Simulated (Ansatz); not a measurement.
Relaxing VPt$_{2}$

The calculation used DFT r2SCAN, scalar-relativistic, plane waves, PAW in Ansatz 0.2.0. (500 eV cutoff, 14×10×4 k-mesh, Gaussian smearing of 0.10 eV, no spin polarisation)

What was changed: equal strain along all axes, cell held, atoms relaxed: -2.0 %.

Spin–orbit coupling is left out, which can shift energies with elements as heavy as these.

Command:

```bash
ansatz run input.yaml --threads 1 --pin off --max-ram 2560MiB --backend cpu --events-out ev --progress --plain --runs-dir out
```

Input:

```yaml
crystal:
  lattice:
    - [2.6660365182, 0.0, 0.0]
    - [0.0, 3.7199833944, 0.0]
    - [0.0, 0.0, 8.2003909228]
  atoms:
    - { symbol: V, position: [0.0, 0.0, 0.0] }
    - { symbol: V, position: [0.5, 0.5, 0.5] }
    - { symbol: Pt, position: [0.5, 0.5, 0.8395485634] }
    - { symbol: Pt, position: [0.0, 0.0, 0.6604514366] }
    - { symbol: Pt, position: [0.0, 0.0, 0.3395485634] }
    - { symbol: Pt, position: [0.5, 0.5, 0.1604514366] }
basis:
  ecutwfc: 500
kpoints:
  mp_grid: { grid: [14, 10, 4] }
hamiltonian:
  xc: r2scan
scf:
  occupations: { method: gaussian, width: 0.1 }
output:
  forces: true
  stress: true
  eigenvalues: true
  write_density: true
  write_potential: true
  elf: true
  volumetric_format: npy
relax:
  adjacent_minimum: "off"
  f_tol: 0.008
  max_steps: 40
```

F is the free energy.

Steps:

| step | F − F(1) (eV) | largest force component (eV/Å) |
| --- | --- | --- |
| 1 | 0.0000 | 0.104 |
| 2 | -0.0002 | 0.088 |
| 3 | -0.0007 | 0.000 |
| 4 | -0.0007 | 0.000 |

Relaxed structure:

```xyz
6
Lattice="2.6660 0.0000 0.0000 0.0000 3.7200 0.0000 0.0000 0.0000 8.2004" Properties=species:S:1:pos:R:3 pbc="T T T"
V     0.0000    0.0000    0.0000
V     1.3330    1.8600    4.1002
Pt    1.3330    1.8600    6.8814
Pt    0.0000    0.0000    5.4192
Pt    0.0000    0.0000    2.7812
Pt    1.3330    1.8600    1.3190
```

The structure is orthorhombic, space group Immm (No. 71). Conventional cell: a = 2.666 Å, b = 3.720 Å, c = 8.200 Å, α = 90.00°, β = 90.00°, γ = 90.00°. Around V (site symmetry mmm) lie 10 Pt at 2.64 to 2.78 Å and 2 V at 2.67 Å. Pt (site symmetry mm2) has 7 Pt at 2.64 to 2.72 Å and 5 V at 2.64 to 2.78 Å as nearest neighbours.

The run converged. It took 94 s on 1 thread of AMD EPYC 9R45 96-Core Processor (Zen 5), on a shared host, peak memory 1.3 GiB.